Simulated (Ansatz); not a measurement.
Two inputs for GaP with Sn replacing P

Cell: a supercell of GaP (zinc blende type, F-43m) built from a COD entry, with all atoms left at the host's positions.

Space group F-43m (No. 216); a = 16.3515 Å.

```
site  Wyckoff  site symmetry       x       y       z
 Ga1      16e            .3m  0.4167  0.0833  0.4167
 Ga3      24g           2.mm  0.7500  0.0833  0.7500
 Ga5      48h            ..m  0.7500  0.9167  0.5833
Ga14       4d           -43m  0.7500  0.7500  0.7500
Ga18      16e            .3m  0.0833  0.5833  0.9167
  Sn       4a           -43m  0.5000  0.0000  0.5000
 P29      48h            ..m  0.6667  0.0000  0.6667
 P32      16e            .3m  0.8333  0.8333  0.6667
 P36      16e            .3m  0.1667  0.6667  0.8333
 P42      24f           2.mm  0.0000  0.6667  0.0000
```

One atom of each set is listed; the run and its k-mesh use a cell of 54 atoms with edges of 11.56, 11.56, 11.56 Å.

Reference run. Level of theory: DFT, PBE, plane waves and PAW, scalar-relativistic, 420 eV cutoff, Γ-centred 2×2×2 k-points, Fermi–Dirac smearing 0.01 eV, cell charge -1 (Ansatz 0.2.0).

Problem. The input is changed as follows: `hamiltonian.hubbard`: not typed → {sites: [{species: Sn, l: p, u_eff: -5.0}]}; `scf.max_iter`: not typed → 50. What happens to V_zz (10²¹ V/m²) and η?

Solution. 

```csv
site,V_zz reference,η reference,V_zz changed,η changed
Ga1,-7.87,0.00,-7.83,0.00
Ga3,0.80,0.24,0.80,0.25
Ga5,0.41,0.85,0.41,0.86
Ga18,-0.099,0.00,-0.098,0.00
Sn,0.00,–,0.00,–
P29,-1.34,0.26,-1.34,0.25
P32,0.25,0.00,0.25,0.00
P36,0.32,0.00,0.32,0.00
P42,0.12,0.45,0.12,0.45
```

The largest change of V_zz is on Ga1, from -7.87 to -7.83. In per cent, |V_zz| changes by -1 to 0 on Ga, 0 on P (all sites that start above 0.5). Other sites without a gradient aren't listed. SCF iterations: 9 and 10. The changed input holds a negative U, so its numbers aren't properties of the crystal.

On the reference run: The defect repeats with the cell of 54 atoms, so it feels its images: sites between two images don't show the values beside a lone defect, and zeros or small values of η there can come from the images' arrangement. A uniform background compensates the cell's charge. Without spin–orbit coupling (the program notes it for Sn) the gradients are little affected as a rule: paired runs on crystals with a gap mostly move them by under 2 % at such atoms. The neighbours have not yet relaxed around the defect (largest force 1.9 eV/Å), so a real crystal will differ.
